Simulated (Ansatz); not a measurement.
Recipe of this trial structure of CdAuC₆N₆: cyanide-bridged rock-salt net of two metals, 0 guest cations a cell (Fm-3m, No. 225). Lengths were set from tabulated atomic sizes, so they are only a guess.

```cif
data_structure
_symmetry_space_group_name_H-M 'P 1'
_symmetry_Int_Tables_number 1
_cell_length_a 7.3320
_cell_length_b 7.3320
_cell_length_c 7.3320
_cell_angle_alpha 60.000
_cell_angle_beta 60.000
_cell_angle_gamma 60.000
_cell_volume 278.71
loop_
_atom_site_label
_atom_site_type_symbol
_atom_site_fract_x
_atom_site_fract_y
_atom_site_fract_z
_atom_site_occupancy
Cd1 Cd 0.50000 0.50000 0.50000 1
C1 C 0.81512 0.18488 0.18488 1
C2 C 0.18488 0.81512 0.18488 1
C3 C 0.18488 0.18488 0.81512 1
C4 C 0.18488 0.81512 0.81512 1
C5 C 0.81512 0.18488 0.81512 1
C6 C 0.81512 0.81512 0.18488 1
Au1 Au 0.00000 0.00000 0.00000 1
N1 N 0.70229 0.29771 0.29771 1
N2 N 0.29771 0.70229 0.29771 1
N3 N 0.29771 0.29771 0.70229 1
N4 N 0.29771 0.70229 0.70229 1
N5 N 0.70229 0.29771 0.70229 1
N6 N 0.70229 0.70229 0.29771 1
```

The calculation used Ansatz, DFT PBE, scalar-relativistic, plane waves, PAW. Cutoff 420 eV, Gaussian smearing, Γ-centred meshes. Cell and atoms relax first on a coarse mesh and then on a finer one. In between, the cell is made exact in the group found at 0.06 Å. In metals the finer mesh still leaves noise of several meV/atom or more. The steps can't lower the symmetry of their start. Collinear spin is switched on along the way, since trial moments persisted in a coarse test.

A guess keeps its type if space group and coordination stay and the shape of the cell changes little (axis ratios within about 15 %, angles within 6°); the volume may change.

Question: Will the relaxed cell still be of the starting type?

Answer: It keeps its type. The symmetry stays Fm-3m (No. 225). The volume per atom grows by 28.4 %, from 19.9 to 25.6 Å³. The shortest distance goes from 1.17 Å (C–N) to 1.16 Å (C–N). Counting neighbours within 15 % of an atom's shortest distance, the start has Au 6, C 1, Cd 6, N 1 and the end Au 6, C 1, Cd 6, N 1.

The last run used collinear spin, a 6×6×6 mesh for its 14-atom cell and Gaussian smearing of 0.10 eV. These runs have no spin–orbit coupling, which can matter for Au. The magnetic state reached may not be the lowest. Symmetry constrained the relaxation, so the result can be a saddle point.
